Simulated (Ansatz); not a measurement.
Levels of theory for Ga4SbN3 (ordering on zincblende)

All numbers come from the plane-wave code Ansatz. All values are calculated for a non-magnetic cell, which may be hypothetical.

The cell is an ordered 8-atom cell of Ga4SbN3 on the zincblende lattice (Amm2) (it has left that coordination); cell and atoms were relaxed with r2SCAN. The symmetry is Amm2 (No. 38, orthorhombic); a = 3.224 Å, b = 7.696 Å, c = 10.379 Å in the conventional setting, 16.09 Å³ an atom. N is surrounded by 4 Ga at 2.02–2.04 Å; N is surrounded by 3 Ga at 1.88–1.93 Å; Sb is surrounded by 4 Ga at 2.58–2.60 Å and 2 Sb at 3.22 Å; Ga is surrounded by 2 N at 2.02 Å; Ga is surrounded by 3 N at 1.93–2.04 Å and 1 Sb at 2.58 Å; Ga is surrounded by 2 N at 1.88 Å and 2 Sb at 2.60 Å.

```
CELL_PARAMETERS angstrom
3.22354 0.00000 0.00000
0.00000 3.84796 5.18931
0.00000 -3.84796 5.18931
ATOMIC_POSITIONS crystal
N 0.00000 0.00584 0.00584
N 0.50000 0.02644 0.45101
N 0.50000 0.45101 0.02644
Sb 0.00000 0.52613 0.52613
Ga 0.50000 0.88929 0.88929
Ga 0.00000 0.93654 0.33548
Ga 0.00000 0.33548 0.93654
Ga 0.50000 0.32926 0.32926
```

Relaxed lattice by functional, symmetry kept:

| functional | k mesh | a (Å) | b (Å) | c (Å) | volume (Å³/atom) |
| --- | --- | --- | --- | --- | --- |
| PBE | 8×4×4 | 3.260 | 7.788 | 10.514 | 16.68 |
| r2SCAN | 8×4×4 | 3.224 | 7.696 | 10.379 | 16.09 |

On this one geometry the levels give:
```tsv
level	k mesh	gap (eV)	kind	edges	least direct gap (eV)	rough cost
PBE	8×4×4	none (overlap 0.79)	–	–	–	80 core-seconds
PBE+SOC	8×4×4	none (overlap 0.79)	–	–	–	5 core-minutes
r2SCAN	8×4×4	none (overlap 0.77)	–	–	–	90 core-seconds
```
All runs use a smearing of 0.02 eV.
Wave cutoffs: 420 eV, 500 eV (r2SCAN).
Points off the special ones are mesh points or PBE's searched band edges, reused at the other levels.
Costs come from shared machines and give only the order; PBE's includes the band path. The runs had 4 threads of Arm Neoverse V1 (shared host).

With r2SCAN the bands overlap by 0.77 eV (counted from 1, band 41 peaks at Σ₀–Γ (0.10 of the way from Σ₀) and band 42 bottoms out at T): no gap. PBE+SOC gives no gap: the lowest nominally empty band dips 0.79 eV below the top of the last filled one (its bottom at T, the top at C₀), so the cell is a metal or semimetal at this level.

No level opens a gap, but no hybrid is among them, and semilocal functionals can close a real gap.

Only the levels marked +SOC include spin-orbit coupling.
